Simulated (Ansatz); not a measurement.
ZnSe (zinc blende), conventional cell a = b = c = 5.666 Å, α = β = γ = 90.00°. The calculation uses the primitive cell of 2 atoms, to which meshes and values per cell refer.

Two coordinates are scanned: the volume, and the ratio of the stretch along z (the conventional c axis) to the stretch across it. Atoms keep their fractional coordinates.

All values below come from r2SCAN (plane waves to 500 eV, PAW, scalar-relativistic; Ansatz, a program for electronic structure). k mesh 10×10×10 (Γ-centred), Fermi-Dirac smearing 0.05 eV. E stands for the smeared free energy. The PAW data are Ansatz's earlier set. ZnSe was relaxed with its symmetry unable to fall. ΔE is measured from the relaxed starting cell.

Problem. Give the computed ΔE (kJ/mol of atoms) at all points of the grid V/V₀ = 0.920, 0.947, 0.973, 1.000, 1.027, 1.053, 1.080 by (c/a)/(c/a)₀ = 0.960, 0.973, 0.987, 1.000, 1.013, 1.027, 1.040.

Solution. ΔE (kJ/mol of atoms), with V/V₀ across and (c/a)/(c/a)₀ down:

```
(c/a)/(c/a)₀ \ V/V₀  0.920  0.947  0.973  1.000  1.027  1.053  1.080
-------------------  -----  -----  -----  -----  -----  -----  -----
0.960                 3.54   1.64   0.59   0.27   0.58   1.45   2.79
0.973                 3.41   1.51   0.45   0.12   0.43   1.29   2.62
0.987                 3.34   1.43   0.36   0.03   0.34   1.19   2.52
1.000                 3.31   1.40   0.33   0.00   0.30   1.16   2.49
1.013                 3.34   1.43   0.36   0.03   0.34   1.19   2.52
1.027                 3.42   1.51   0.45   0.12   0.43   1.29   2.63
1.040                 3.55   1.65   0.60   0.28   0.59   1.45   2.79
```

(A scan under strain: stresses follow from slopes of the energy per volume, elastic moduli from its curvatures.)
